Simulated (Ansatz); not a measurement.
Cs2Pd3Se4:
Space group Fmmm (No. 69); a = 6.5534 Å, b = 11.1594 Å, c = 14.5624 Å, α = β = γ = 90.00°

```json
[
 {"atom": "Cs", "site": "8i", "symmetry": "mm2", "x": "0.0000", "y": "0.0000", "z": "0.3455"},
 {"atom": "Pd", "site": "4a", "symmetry": "mmm", "x": "0.0000", "y": "0.0000", "z": "0.0000"},
 {"atom": "Pd", "site": "8e", "symmetry": "..2/m", "x": "0.2500", "y": "0.2500", "z": "0.0000"},
 {"atom": "Se", "site": "16m", "symmetry": "m..", "x": "0.0000", "y": "0.1678", "z": "0.1109"}
]
```
(The calculation used a cell of 9 atoms; values per cell refer to that cell.)

Relaxed at zero pressure with the program Ansatz at the r²SCAN level (PAW).

**Question.** The volume is raised by 6 % and shape and atoms relax at that volume. What pressure results, and how do the axes share the change?

**Answer.** -0.7 GPa; a 0.7 %, b 0.5 %, c 4.8 %; the energy rises by 5 meV/atom.

**Question.** Give the new structure.

**Answer.** 
Space group Fmmm (No. 69); a = 6.5966 Å, b = 11.2183 Å, c = 15.2547 Å, α = 90.00°, β = 90.00°, γ = 90.00°

```json
[
 {"atom": "Cs", "site": "8i", "symmetry": "mm2", "x": "0.0000", "y": "0.0000", "z": "0.3486"},
 {"atom": "Pd", "site": "4a", "symmetry": "mmm", "x": "0.0000", "y": "0.0000", "z": "0.0000"},
 {"atom": "Pd", "site": "8e", "symmetry": "..2/m", "x": "0.2500", "y": "0.2500", "z": "0.0000"},
 {"atom": "Se", "site": "16m", "symmetry": "m..", "x": "0.0000", "y": "0.1676", "z": "0.1055"}
]
```

The phase is kept; no other phase was compared at this pressure.

The first step of the workflow began from a Materials Project structure, measured or hypothetical; the Crystallography Open Database copy checked does not list it. Whether it is the stable phase at ambient conditions was not checked. The r²SCAN relaxation kept the symmetry of its start; whether a distortion lowers the energy is not shown. No spin polarisation was allowed. Spin–orbit coupling is left out wherever it is not named.

Potentials: the later of the program's two PAW sets.
